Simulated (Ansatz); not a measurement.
Starting cell, LaTiO3 (cubic perovskite):

```xyz
10
Lattice="7.7443 0.0000 0.0000 0.0000 3.8722 0.0000 0.0000 0.0000 3.8722" Properties=species:S:1:pos:R:3 pbc="T T T"
La     0.0000     0.0000     0.0000
La     3.8722     0.0000     0.0000
Ti     1.9361     1.9361     1.9361
Ti     5.8082     1.9361     1.9361
O      0.0000     1.9361     1.9361
O      3.8722     1.9361     1.9361
O      1.9361     0.0000     1.9361
O      5.8082     0.0000     1.9361
O      1.9361     1.9361     0.0000
O      5.8082     1.9361     0.0000
```

A phonon eigenvector at X = (0.5, 0.0, 0.0) is frozen into this cell: atom i moves by Q times the vector below, so Q is the largest atomic displacement, in Å. The cell is held. It is one choice among 2 degenerate patterns. (q is in reciprocal vectors of the primitive cell; the cell shown is doubled to hold the pattern.)

```csv
atom,x,y,z
Ti3,0.000,0.000,0.668
Ti4,0.000,0.000,-0.668
O7,0.000,0.000,1.000
O8,0.000,0.000,-1.000
O9,0.000,0.000,0.618
O10,0.000,0.000,-0.618
```

Atoms not listed stay in place.

These are LDA (plane waves to 420 eV, PAW, scalar-relativistic; Ansatz, an electronic-structure program) values and carry that method's errors. k mesh 6×12×12 (Γ-centred), Fermi-Dirac smearing 0.05 eV. With partly filled bands, energies and forces of such displacements shift with the k mesh and the smearing. LaTiO3 is run without spin polarisation and with no Hubbard U. LaTiO3 was relaxed with its symmetry unable to fall. This is one of several known forms of LaTiO3; the measured ambient cells at hand have space group No. 62.

At one point of the scan the forces (eV/Å) are:

| atom | Fx | Fy | Fz |
|---|---|---|---|
| La1 | 0.000 | 0.000 | 0.000 |
| La2 | 0.000 | 0.000 | 0.000 |
| Ti3 | 0.000 | 0.000 | -0.176 |
| Ti4 | 0.000 | 0.000 | 0.176 |
| O5 | 0.000 | 0.000 | 0.000 |
| O6 | 0.000 | 0.000 | 0.000 |
| O7 | 0.000 | 0.000 | -0.089 |
| O8 | 0.000 | 0.000 | 0.089 |
| O9 | 0.000 | 0.000 | -0.054 |
| O10 | 0.000 | 0.000 | 0.054 |

### Question
Which point is it?
(A) Q = 0.067 Å
(B) Q = 0.100 Å
(C) Q = 0.033 Å

### Answer
A, Q = 0.067 Å

(For displaced atoms, the force is minus the slope of the energy, and its curvature is a force constant, which sets phonon frequencies.)
